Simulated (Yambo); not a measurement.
G0W0@LDA for Cs$_{2}$KCoF$_{6}$ (space group Fm-3m, No. 225) in Yambo. Reference settings: 2×2×2 Γ-centred k mesh, bands 5 to 277 and a 7 Ry block in the screening, 277 bands in G with the Bruneval-Gonze terminator, plasmon pole fitted at 27.2 eV. The LDA gap X → X on this mesh is 0.97 eV; G0W0 gaps are taken between the same points.

The settings were changed. The gap went from 4.47 eV to 4.55 eV, and the shift of the valence edge from -1.24 eV to -0.96 eV.

Question: What was changed between the two runs?
(A) 159 bands in W, 159 bands in G, no terminator
(B) 77 bands in W, 77 bands in G, 2 Ry block
(C) 77 bands in W, 77 bands in G, 3 Ry block
(D) 77 bands in W, 77 bands in G, 4 Ry block

Answer: A, 159 bands in W, 159 bands in G, no terminator. The others gave (gap, valence shift): 77 bands in W, 77 bands in G, 2 Ry block: 6.62, -2.53 eV; 77 bands in W, 77 bands in G, 3 Ry block: 5.52, -1.77 eV; 77 bands in W, 77 bands in G, 4 Ry block: 5.18, -1.56 eV.

Geometry of the Materials Project entry, not relaxed at this level; primitive cell a = 6.390 Å, b = 6.390 Å, c = 6.390 Å, α = 60.00°, β = 60.00°, γ = 60.00°.

The structure is a Materials Project entry; no match was found in the copy of COD used, and its stability was not checked.

The runs are not spin-polarised; magnetic order was not tried.

A shift is the quasiparticle energy of the state minus its LDA energy.
